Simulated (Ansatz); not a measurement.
TaSi₂ (CrSi2 type, space group P6_222)

```
CELL_PARAMETERS angstrom
      4.77602     0.00000     0.00000
     -2.38801     4.13616     0.00000
      0.00000     0.00000     6.56279
ATOMIC_POSITIONS crystal
  Ta 0.50000 0.00000 0.00000
  Ta 0.50000 0.50000 0.33333
  Ta 0.00000 0.50000 0.66667
  Si 0.15841 0.31683 0.00000
  Si 0.84159 0.15841 0.33333
  Si 0.68317 0.84159 0.66667
  Si 0.84159 0.68317 0.00000
  Si 0.15841 0.84159 0.33333
  Si 0.31683 0.15841 0.66667
```

E(V) scan at fixed shape, V₀ the volume above. The atoms relax within the cell's symmetry.

The numbers are results of r2SCAN (plane waves to 500 eV, PAW, scalar-relativistic; Ansatz, a quantum-chemistry and plane-wave program), not measurements. k mesh 12×12×8 (Γ-centred), Fermi-Dirac smearing 0.05 eV. Energies are smeared free energies. Compression counts positive. With the shape held, the modulus is that of even scaling; a crystal free to change shape is softer. Spin-orbit coupling is left out, though Ta is heavy. TaSi2 is run without spin polarisation. TaSi2 was relaxed with its symmetry unable to fall. ΔE is measured from the relaxed starting cell. The last digit holds for this mesh only.

```csv
V (Å³/atom),ΔE (meV/atom)
13.541,35.7
13.757,19.5
13.973,8.4
14.189,2.1
14.405,0.0
14.621,1.9
14.837,withheld
15.053,16.6
15.269,28.8
```

Question: Fit a third-order Birch-Murnaghan form (E₀, V₀, B₀, B₀′ free) to the given rows and predict ΔE at V = 14.837.

Answer: Least squares on the 8 given rows: ΔE = E₀ + (9V₀B₀/16)·y²·[2 + (B₀′ − 4)y], y = (V₀/V)^(2/3) − 1, with V₀ = 14.405 Å³/atom, B₀ = 197.7 GPa (160.2 GPa = 1 eV/Å³; the term in eV is multiplied by 1000), B₀′ = 4.32, E₀ = -0.01 meV/atom; root-mean-square residual 0.03 meV/atom. At 14.837 the fit gives 7.6 meV/atom; the calculation gives 7.6 meV/atom, the same to the digits shown. For the pressure the fit gives -5.5 GPa against the computed -5.5 GPa.

(Under strain, the slope of the energy per volume gives the stress and its curvature an elastic modulus.)
